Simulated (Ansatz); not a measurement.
An Ansatz (a quantum-chemistry and plane-wave program) input:

Ansatz 0.2 input:
```yaml
crystal:
  lattice:
    - [-1.7723509133, 1.7723509133, 5.751770465]
    - [1.7723509133, -1.7723509133, 5.751770465]
    - [1.7723509133, 1.7723509133, -5.751770465]
  atoms:
    - { symbol: Ca, position: [0.6557565636, 0.6557565636, 0.0] }
    - { symbol: Ca, position: [0.3442434364, 0.3442434364, 0.0] }
    - { symbol: Be, position: [0.0, 0.0, 0.0] }
    - { symbol: N, position: [0.8666146956, 0.8666146956, 0.0] }
    - { symbol: N, position: [0.1333853044, 0.1333853044, 0.0] }
kpoints:
  mp_grid: { grid: [9, 9, 9] }
hamiltonian:
  xc: r2scan
  pseudopotentials: { azcp: { folder: ./paw }, kind: paw }
scf:
  occupations: { method: fixed }
output:
  optics: { e_range: [0.0, 15.0], de: 0.05, sigma: 0.1, bands: { spectra_wanted_up_to: 12 eV } }
```

Q: How many symmetry operations and irreducible k-points will the run report?

A: 16 operations, 75 of 729 k-points.

Q: With a cutoff of 500 eV, how many plane waves at Γ?

A: 1873.

It took about 120 core-seconds (a rough figure) on shared server cores.

Space group I4/mmm. The start of the workflow was typed in or built on a structure type; neither database checked (COD, Materials Project) lists it. Its standing as an ambient phase is unchecked. The cell was relaxed with r²SCAN under the symmetry of its start; its stability against distortions is not shown here.

Potentials: the earlier of the program's two PAW sets. The files were generated under PBE; for other functionals the program regenerates the frozen cores, and for LDA and PBEsol the local potential too.

Ansatz is a plane-wave DFT program.
